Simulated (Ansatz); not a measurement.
## Cs2InAgCl6: pressure against volume

Cs2InAgCl6, Fm-3m, a = 10.383 Å. The structure is a COD entry; whether it is the stable form wasn't checked. Ansatz: PBEsol, PAW, 420 eV, Γ-centred 6×6×6 mesh on 10 atoms, Gaussian smearing 0.02 eV; no spin polarisation. Shape and atoms are relaxed at each volume; pressure is positive in compression.

```tsv
V (Å³/atom)	P (GPa)
24.628	?
25.468	3.99
26.307	2.39
27.147	1.08
27.986	0.00
28.826	-0.87
29.666	-1.57
30.785	-2.31
```

Take V0 = 27.986 Å³/atom, fit the third-order Birch–Murnaghan form to the other rows, and predict the missing pressure.

With the Eulerian strain f = ½[(V0/V)^(2/3) − 1] and y = P/[3f(1 + 2f)^(5/2)], the form is the line y = B0 + 1.5 B0 (B0′ − 4) f. Rows (f, y): 0.03244, 35.0; 0.02105, 34.1; 0.01025, 33.4; -0.00976, 31.2; -0.01906, 30.3; -0.03079, 29.3. Means f = 0.0006883, y = 32.217; Σ(Δf)² = 0.003004, ΣΔfΔy = 0.2783; the slope is their ratio. y = 32.15 + 92.64 f GPa, so B0 = 32.1 GPa and B0′ = 4 + 2 × (92.64)/(3 × 32.15) = 5.92. At V = 24.628, f = 0.04447, y = 36.27 and P = 5.99 GPa. The run gave 5.92 GPa, so the fit is 0.07 GPa too high, a small miss on the scale of the series.